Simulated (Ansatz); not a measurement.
The elements of this relaxed trial crystal are hidden behind letters.

```
lattice vectors (Å)
  -3.2094    3.4831    3.5191
   3.2094   -3.4831    3.5191
   3.2094    3.4831   -3.5191
fractional positions
X 0.4975 0.9306 0.0736
X 0.5025 0.5761 0.4331
X 0.8571 0.4239 0.9264
X 0.1429 0.0694 0.5669
Z 0.0000 0.5000 0.5000
```

Theory: Ansatz 0.2.0, DFT PBE, scalar-relativistic, plane waves, PAW. The final run on the 5-atom cell used 420 eV, a Γ-centred 8×8×8 mesh, 0.10 eV smearing and no spin polarisation.

| Quantity | Value |
| --- | --- |
| Space group | I222 (No. 23) |
| Conventional cell | a = 6.419 Å, b = 6.966 Å, c = 7.038 Å |
| Volume per atom | 31.47 Å³ |
| Density | 3.05 g/cm³ |
| Energy over the elements | −0.15 eV/atom |
| Gap on the 8×8×8 mesh of the 5-atom cell | 0 eV (a metal) |

Energies are uncorrected and count from the elements' standard states at the same level.

**Question.** X is an s-block element of period 3 and Z is a d-block element of period 6. Which elements are they?

**Answer.** X = Na, Z = Au, so the formula is Na4Au. Density times volume gives a mean mass of 3.05 × 31.47/1.6605 = 57.8 u per atom, and this set has 57.8 u. Around Na lie 2 Au at 3.03–3.04 Å and 7 Na at 3.51–3.65 Å; Au has 8 Na at 3.03–3.04 Å. Other sets within the hints have nearly the same mass, so mass alone doesn't settle it; this one was computed.

The end has C2 (No. 5) at a tolerance of 0.01 Å; the cell shown is made exact in the group found at 0.05 Å. Spin–orbit coupling, which can matter for Au, is left out. This cell was reached by moving the atoms of another relaxed cell at random and relaxing again, last within the group found; it had no such test of its own.
